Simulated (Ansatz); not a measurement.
# Vibrational response of Be4Ni

Theory: DFT PBE, scalar-relativistic, plane waves, PAW (Ansatz). Cutoff 420 eV, 16×16×16 k-points (Γ-centred), Fermi-Dirac smearing of 0.15 eV. No spin polarisation. Phonons by linear response, acoustic sum rule imposed.

The cell, relaxed at this level:
```
Be Ni
1.0
    -2.79583    2.79583    1.32859
     2.79583   -2.79583    1.32859
     2.79583    2.79583   -1.32859
Be Ni
4 1
Direct
  0.60259 0.19482 0.79741
  0.80518 0.60259 0.40777
  0.39741 0.80518 0.20259
  0.19482 0.39741 0.59223
  0.00000 0.00000 0.00000
```

It was reached by relaxing an invented guess, and it needn't be the stable form of this composition. In a metal, frequencies depend on the k mesh and the smearing, soft modes most.

Question: Is this structure stable against zone-centre distortions?

Answer: Yes, at Γ: no optical mode is imaginary. Strains and other wave vectors aren't tested by this run.

Question: List the optical modes at Γ (i marks imaginary ones).

Answer:
```tsv
frequency (cm⁻¹)	degeneracy
292	2
349	1
406	1
444	1
528	1
536	2
568	2
610	1
615	1
```
